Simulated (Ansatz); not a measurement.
Al (fcc, Cu type)

```yaml
crystal:
  lattice:
    - [0.00000, 2.01999, 2.01999]
    - [2.01999, 0.00000, 2.01999]
    - [2.01999, 2.01999, 0.00000]
  atoms:
    - { symbol: Al, position: [0.00000, 0.00000, 0.00000] }
```

The slice is a {100} plane (indices of the conventional cell) through the point (0.000, 0.000, 0.000) (fractional), spanned by u = [100] and v = [0 1 -1] in vectors of this cell: u (2.86 Å) and v (2.86 Å, at 90° to u). It covers one period; positions are fractions (u, v).

Calculation: PBE (plane waves to 420 eV, PAW, scalar-relativistic; Ansatz, a quantum-chemistry and plane-wave program). k mesh 20×20×20. Inside the PAW spheres the values are not all-electron values, and peaks at nuclei hang on which shells count as valence. Al was relaxed with its symmetry unable to fall. The PAW data are Ansatz's earlier set.

Q: What is the ELF at the midpoint of the shortest Al–Al line in this plane (2.86 Å)?

A: 0.61.

Q: What is the valence density on the shortest Al–Al line in this plane (2.86 Å), at its midpoint?

A: 0.20 e/Å³.

Q: The ELF has a maximum in the middle third of the Al–Al line. Where, and how high?

A: 0.63, 1.1 Å from Al.

Q: Sketch the valence electron density on this plane as a map.

A: 
```
v \ u  0.00  0.12  0.25  0.38  0.50  0.62  0.75  0.88
-----  ----  ----  ----  ----  ----  ----  ----  ----
0.94   -1.2  -1.1  -0.8  -0.7  -0.7  -0.7  -0.8  -1.1
0.84   -1.0  -0.9  -0.7  -0.7  -0.7  -0.7  -0.7  -0.9
0.75   -0.8  -0.7  -0.7  -0.8  -0.8  -0.8  -0.7  -0.7
0.66   -0.7  -0.7  -0.8  -0.8  -0.9  -0.8  -0.8  -0.7
0.56   -0.7  -0.7  -0.8  -0.9  -0.9  -0.9  -0.8  -0.7
0.47   -0.7  -0.7  -0.8  -0.9  -0.9  -0.9  -0.8  -0.7
0.38   -0.7  -0.7  -0.8  -0.9  -0.9  -0.9  -0.8  -0.7
0.28   -0.7  -0.7  -0.7  -0.8  -0.8  -0.8  -0.7  -0.7
0.19   -0.9  -0.8  -0.7  -0.7  -0.8  -0.7  -0.7  -0.8
0.09   -1.2  -1.0  -0.7  -0.7  -0.7  -0.7  -0.7  -1.0
0.00   -1.3  -1.1  -0.8  -0.7  -0.7  -0.7  -0.8  -1.1
```

Values: log₁₀ of the valence density in e/Å³. The scale is logarithmic, as a density can span decades between atoms and voids.
